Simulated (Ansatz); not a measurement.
Values for one crystal, relaxed and computed with plane-wave PAW PBEsol (Ansatz code); other levels are named.

```yaml
volume_per_atom: 36.29 Å³
electronic_character: metallic (no gap)
mechanical_stability: stable (all eigenvalues of C positive)
Vibrational entropy at 300 K: 48.8 J/(K·mol of atoms)
zero_point_energy: 16.3 meV/atom
Young's modulus: 7.6 GPa
Bulk modulus (Birch–Murnaghan fit): 7.9 GPa
```

Pick the material that matches.
A) Rb, bcc (W type)
B) Li, bcc (W type)
C) Na, bcc (W type)
D) Re, bcc (W type)

C, Na, bcc (W type)

Space group Im-3m (bcc (W type)). Symmetry was held in the PBEsol relaxation.

Potentials: the earlier of the program's two PAW sets. The files were generated under PBE; for other functionals the program regenerates the frozen cores, and for LDA and PBEsol the local potential too.
